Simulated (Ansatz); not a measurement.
**Cost of a DFT run on HfN**

```yaml
crystal:
  lattice:
    - [0.0, 2.256, 2.256]
    - [2.256, 0.0, 2.256]
    - [2.256, 2.256, 0.0]
  atoms:
    - { symbol: Hf, position: [0.0, 0.0, 0.0] }
    - { symbol: "N", position: [0.5, 0.5, 0.5] }
kpoints:
  mp_grid: { grid: [11, 11, 11] }
scf:
  occupations: { method: fermi_dirac, width: 0.05 }
hamiltonian:
  xc: pbe
  pseudopotentials: { kind: paw, frozen_core: stored }
output:
  forces: true
  stress: true
  populations: true
  efg: { quadrupole_moments_barn: { Hf: 3.365, "N": 0.02044 } }
relax:
  f_tol: 0.02
  max_steps: 60
```

```sh
ansatz run input.yaml --threads 1 --pin off --max-ram 3072MiB --backend cpu --events-out ev --progress --plain --runs-dir out
```

It runs on 1 thread of AMD EPYC 9R14 (Zen 4) (x86_64; 16 cores open to the job, memory cap 3.0 GiB, no GPU), a shared host with a load of 0.2 a core.

Q: Estimate the wall time and the peak memory.

A: About 1.5 s of wall time (1.4 s of CPU time) and 0.38 GiB. The run holds 31 valence electrons in 20 bands, about 459 plane waves a k-point and 56 irreducible k-points, and took 6 SCF iterations, over 1 ionic steps. Times on a shared host vary by tens of per cent.
